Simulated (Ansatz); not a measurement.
A relaxed cell of MnAgC4N4 is given with its symmetry left out. The cell was found from a structure generator's guess, not taken from experiment.

The calculation used DFT PBE, scalar-relativistic, plane waves, PAW (Ansatz). Cutoff 420 eV, Γ-centred mesh, Gaussian smearing, collinear spin.

```
CELL_PARAMETERS angstrom
6.09429 0.00000 0.00000
0.00000 6.09429 0.00000
0.00000 0.00000 6.09429
ATOMIC_POSITIONS crystal
Mn 0.50000 0.50000 0.50000
Ag 0.00000 0.00000 0.00000
C 0.20350 0.20350 0.20350
C 0.20350 0.79650 0.79650
C 0.79650 0.20350 0.79650
C 0.79650 0.79650 0.20350
N 0.31487 0.31487 0.31487
N 0.31487 0.68513 0.68513
N 0.68513 0.31487 0.68513
N 0.68513 0.68513 0.31487
```

Energies over the elements count from the elements' standard structures at the same level (N₂ as a molecule), with no fitted energy shifts.

**Question.** What space group does it have?

**Answer.** P-43m (No. 215). Conventional cell: a = 6.094 Å. Mn has 4 N at 1.95 Å; Ag has 4 C at 2.15 Å; C is surrounded by 1 N at 1.18 Å and 1 Ag at 2.15 Å; N is surrounded by 1 C at 1.18 Å and 1 Mn at 1.95 Å.

**Question.** How far does it lie from the elements in energy?

**Answer.** +0.55 eV/atom. A positive value: parting into the elements would lower its energy.

**Question.** Is it a metal?

**Answer.** Yes, bands cross the Fermi level on the 6×6×6 mesh.

**Question.** Which magnetic moments does it keep?

**Answer.** 0.40 μB per atom net, the space between the atoms included; by site: Mn 3.4; Ag -0.1 μB.

**Question.** From what recipe could a structure generator have reached it?

**Answer.** One such recipe: two interpenetrating cyanide-bridged diamond nets (P-43m, No. 215). Other recipes can lead to the same cell.

The last run used collinear spin, a 6×6×6 mesh for its 10-atom cell and Gaussian smearing of 0.10 eV. In such compounds of Mn a zero gap at this level may well be an artefact, since no Hubbard U is applied. The reference form of C is held partly by dispersion forces, which this level lacks. The magnetic state reached may not be the lowest. Symmetry constrained the relaxation, so the result can be a saddle point.
